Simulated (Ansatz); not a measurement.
**Ge2Sb2Te5 (Ge2Sb2Te5-Kooi type, space group P-3m1): energy against volume**

Ge₂Sb₂Te₅ (Ge2Sb2Te5-Kooi type, space group P-3m1)

```cif
data_Ge2Sb2Te5
_chemical_formula_sum 'Te5 Ge2 Sb2'
_space_group_name_H-M_alt 'P 1'
_space_group_IT_number 1
_cell_length_a 4.26626
_cell_length_b 4.26626
_cell_length_c 17.61904
_cell_angle_alpha 90.000
_cell_angle_beta 90.000
_cell_angle_gamma 120.000
loop_
_space_group_symop_operation_xyz
  'x, y, z'
loop_
_atom_site_label
_atom_site_type_symbol
_atom_site_fract_x
_atom_site_fract_y
_atom_site_fract_z
_atom_site_occupancy
Te1 Te 0.00000 0.00000 0.00000 1
Ge1 Ge 0.66667 0.33333 0.09772 1
Ge2 Ge 0.33333 0.66667 0.90228 1
Te2 Te 0.33333 0.66667 0.19305 1
Te3 Te 0.66667 0.33333 0.80695 1
Sb1 Sb 0.00000 0.00000 0.30821 1
Sb2 Sb 0.00000 0.00000 0.69179 1
Te4 Te 0.66667 0.33333 0.40469 1
Te5 Te 0.33333 0.66667 0.59531 1
```

The volume is varied about the relaxed value V₀ at fixed cell shape. The atoms relax within the cell's symmetry.

Calculation: r2SCAN (plane waves to 500 eV, PAW, scalar-relativistic; Ansatz, a quantum-chemistry and plane-wave program). k mesh 9×9×2 (Γ-centred), Fermi-Dirac smearing 0.05 eV. E stands for the smeared free energy. Stress and pressure are positive under compression. With the shape held, the modulus is that of even scaling; a crystal free to change shape is softer. Ge2Sb2Te5 was relaxed with its symmetry unable to fall. Spin-orbit coupling is left out, though Sb and Te are heavy. ΔE is measured from the relaxed starting cell.

```csv
V (Å³/cell),ΔE (kJ/mol of atoms),P (GPa)
249.95,3.78,4.61
254.58,2.51,3.61
259.20,1.53,2.70
263.83,0.82,1.90
268.46,0.35,1.18
273.09,0.08,0.55
277.72,0.00,0.00
282.35,0.07,-0.47
286.98,0.28,-0.87
291.61,0.60,-1.20
296.24,1.02,-1.49
300.86,1.52,-1.72
305.49,2.08,-1.92
```

Derived quantities:

```
Quantity                                                                      Result
---------------------------------------------------------------------  -------------
Pressure at the smallest volume                                             4.61 GPa
Energy cost of the largest compression                                 39.2 meV/atom
Energy cost of the largest expansion                                   21.5 meV/atom
Bulk modulus at fixed cell shape B₀ (third-order Birch-Murnaghan fit)       29.9 GPa
Pressure derivative B₀′ (fit)                                                    7.8
Equilibrium volume of the fit                                          30.87 Å³/atom
Pressure for 5 % compression (fit)                                           1.9 GPa
```

(Under strain, the slope of the energy per volume gives the stress and its curvature an elastic modulus.)
